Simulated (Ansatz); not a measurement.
# Structures of CuOs₂: which is lowest?

Plane-wave DFT in Ansatz with scalar-relativistic PAW potentials, cutoff 420 eV, Γ-centred meshes chosen by cell and gap, Gaussian smearing with energies taken to zero width. Every cell was relaxed (cell and atoms) in a run of its own, within the symmetry of its start. Functional: PBE.

Relaxed structures (starts from databases or built by putting these elements on another compound's sites):
A. P4/nmm, 6 atoms in the computed cell, a = 3.727 Å, c = 6.258 Å; sites (symmetry × multiplicity) Cu 4mm × 2, Os -4m2 × 2 + 4mm × 2; start: built
B. P6/mmm, 3 atoms in the computed cell, a = 4.328 Å, c = 2.647 Å; sites (symmetry × multiplicity) Cu 6/mmm × 1, Os -6m2 × 2; start: built

**Question.** Rank them by energy. Could pressure change the order?

**Answer.**
```tsv
structure	group	E − E(lowest) (meV/atom)	V (Å³/atom)	gap on mesh (eV)
B	P6/mmm	0.0	14.31	0.00
A	P4/nmm	28.3	14.49	0.00
```

B is lowest, 28 meV/atom under A. The lowest is also the densest of these, so pressure wouldn't bring one of the others in at first order. Other structures may lie lower than all of these, and vibrations aren't counted.

Spin-orbit coupling is left out, which matters for the bands of heavy elements.